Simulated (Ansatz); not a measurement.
An ordered 4-atom cell of Si3Sn on the diamond lattice (P-4m2), relaxed with r2SCAN in Ansatz 0.2.0. Space group P-4m2 (No. 115), tetragonal; a = 4.038 Å, c = 5.749 Å in the conventional setting, 23.43 Å³ an atom. Around Si lie 2 Si at 2.40 Å and 2 Sn at 2.56 Å; around Si lie 4 Si at 2.40 Å; around Sn lie 4 Si at 2.56 Å.

The axes x, y and z are those of this cell:
```
CELL_PARAMETERS angstrom
4.03764 0.00000 0.00000
0.00000 4.03764 0.00000
0.00000 0.00000 5.74862
ATOMIC_POSITIONS crystal
Si 0.50000 0.00000 0.77460
Si 0.50000 0.50000 0.00000
Si 0.00000 0.50000 0.22540
Sn 0.00000 0.00000 0.50000
```

Unstrained: The r2SCAN gap is indirect, 0.396 eV (Γ to M), below the direct gap of 0.684 eV at Γ. With HSE06 the valence top lies at Γ and the conduction bottom at M, 0.755 eV higher; the smallest vertical gap, at Γ, is 1.043 eV. Meshes: r2SCAN 6×6×4, HSE06 4×4×4. Strains are changes of length per length. After each strain the atoms were relaxed again with r2SCAN within the symmetry that the strain leaves, so tilts or polar shifts that break it weren't tested; points keep the names that they have in the unstrained zone. The cell comes from a prototype generator: it can be a known phase or a hypothetical one. Spin polarisation is off.

Question: Apply uniaxial +2.6 % along z, other directions held. How far does the gap move, against the unstrained cell?

Answer: r2SCAN: the gap goes from 0.396 to 0.307 eV (-0.089 eV); with r2SCAN the top three valence levels at Γ, grouped 2+1 from the top over 307 meV, become 2+1 over 453 meV. HSE06: the gap goes from 0.755 to 0.668 eV (-0.087 eV). The r2SCAN energy rises by 6.4 meV an atom.

Question: Apply biaxial -1.45 % in x and y, z held. How far does the gap move, against the unstrained cell?

Answer: r2SCAN: the gap goes from 0.396 to 0.248 eV (-0.148 eV); with r2SCAN the top three valence levels at Γ, grouped 2+1 from the top over 307 meV, become 2+1 over 425 meV. HSE06: the gap goes from 0.755 to 0.609 eV (-0.146 eV). The r2SCAN energy rises by 5.8 meV an atom.

No spin-orbit coupling is included; it can move band edges with weight on the heavy atoms by tenths of an eV.

The meshes of the hybrids are coarse, so their gaps aren't converged to the digits shown.

The splittings at Γ are without spin-orbit coupling, which regroups them where it is of like size or larger.
